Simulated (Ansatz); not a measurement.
Relaxed Hf (hcp, Mg type):

```
CELL_PARAMETERS angstrom
      6.40825     0.00000     0.00000
     -1.60206     2.77485     0.00000
      0.00000     0.00000     5.06894
ATOMIC_POSITIONS crystal
  Hf 0.16667 0.66667 0.75000
  Hf 0.66667 0.66667 0.75000
  Hf 0.33333 0.33333 0.25000
  Hf 0.83333 0.33333 0.25000
```

In each cell atom 3 (Hf, nearest neighbour Hf at 3.138 Å; its periodic images, 3.2 Å or more away, move with it) moves by s·(0.000, 0.000, 1.000) (along Cartesian z), the rest being held.

These are PBE (plane waves to 420 eV, PAW, scalar-relativistic; Ansatz, a program for electronic structure) values and carry that method's errors. k mesh 13×13×8 (Γ-centred), Fermi-Dirac smearing 0.05 eV. E stands for the smeared free energy. Left out: 4 of 11 points, with atoms too close for the PAW data. With partly filled bands, energies and forces of such displacements shift with the k mesh and the smearing. F∥ is the force on the atom along that direction. F⊥ is the part of the force across the line. Hf is run without spin polarisation. Hf was relaxed with its symmetry unable to fall. Spin-orbit coupling is left out, though Hf is heavy. The PAW data are Ansatz's earlier set. The zero of ΔE is the undisplaced structure.

| s (Å) | ΔE (meV/cell) | F∥ (eV/Å) | |F⊥| (eV/Å) |
|---|---|---|---|
| -0.564 | 1183 | 5.025 | ___ |
| -0.376 | 450 | 2.823 | ___ |
| -0.188 | 93 | 1.082 | 0.005 |
| 0.000 | 0 | 0.000 | 0.003 |
| 0.188 | 93 | -1.082 | 0.005 |
| 0.376 | 450 | -2.823 | ___ |
| 0.564 | 1183 | -5.025 | ___ |

### Question
Some entries are withheld; supply them.

### Answer

- -0.564, |F⊥| (eV/Å): 0.233
- -0.376, |F⊥| (eV/Å): 0.062
- 0.376, |F⊥| (eV/Å): 0.062
- 0.564, |F⊥| (eV/Å): 0.233

(A displaced cell: forces are minus the slopes of the energy, force constants its curvatures, and phonons follow from these.)
